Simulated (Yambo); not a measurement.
G0W0@LDA for FeP₂ (space group Pnnm, No. 58) in Yambo (2×2×4 mesh, 8 Ry block, plasmon pole, screening fixed), without a terminator:

```
bands N in G  gap Γ → (0, 0, 0.25) (eV)  shift of the valence edge (eV)
------------  -------------------------  ------------------------------
63                                0.414                           1.133
100                               0.384                           0.931
150                               0.376                           0.817
```

Question: Extrapolate both columns to infinite N with E(N) = E∞ + A/N, test the form, and compare with the terminator.

Answer: From two points, E∞ = (N2 E2 − N1 E1)/(N2 − N1). The two largest N give 0.36 eV for the gap and 0.59 eV for the shift; the two smallest give 0.33 eV and 0.59 eV. For the gap the slopes A are 5.1 and 2.4 eV: the form isn't reached, and its limit is uncertain. For the shift the slopes A are 34 and 34 eV: the 1/N form holds. With the Bruneval-Gonze terminator and 150 bands the run gives 0.39 eV and 0.62 eV, 0.03 eV and 0.03 eV from the extrapolated values: the terminator too is an estimate of the remainder. Block, mesh and the bands in W are held fixed.

Geometry of the Materials Project entry, not relaxed at this level; primitive cell a = 4.9182 Å, b = 5.6270 Å, c = 2.7154 Å, α = β = γ = 90.00°.

The structure is a Materials Project entry; no match was found in the copy of COD used, and its stability was not checked.

The runs are not spin-polarised; magnetic order was not tried.

A shift is the quasiparticle energy of the state minus its LDA energy.
